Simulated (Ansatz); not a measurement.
MgO:
Space group Fm-3m (No. 225); a = 4.215 Å, b = 4.215 Å, c = 4.215 Å, α = 90.00°, β = 90.00°, γ = 90.00°

```tsv
atom	site	symmetry	x	y	z
Mg	4a	m-3m	0.0000	0.0000	0.0000
O	4b	m-3m	0.5000	0.5000	0.5000
```
(The calculation used a cell of 2 atoms; values per cell refer to that cell.)

Relaxed with PBEsol. 

**Question.** HSE06 on this cell (Ansatz, a first-principles code, PAW) gives a gap of 6.46 eV. What does PBEsol give?

**Answer.** 4.62 eV.

Cost on shared cores: the PBEsol run (SCF on a 11×11×11 mesh, then bands and DOS) roughly 4 core-seconds, the HSE06 run (SCF on 8×8×8, then a few points) very roughly 26 core-seconds; the tasks are unlike.

The cell was relaxed with PBEsol under the symmetry of its start; phonons on a q-mesh show no instability.

Potentials: the earlier of the program's two PAW sets.

Ansatz is a plane-wave DFT program.
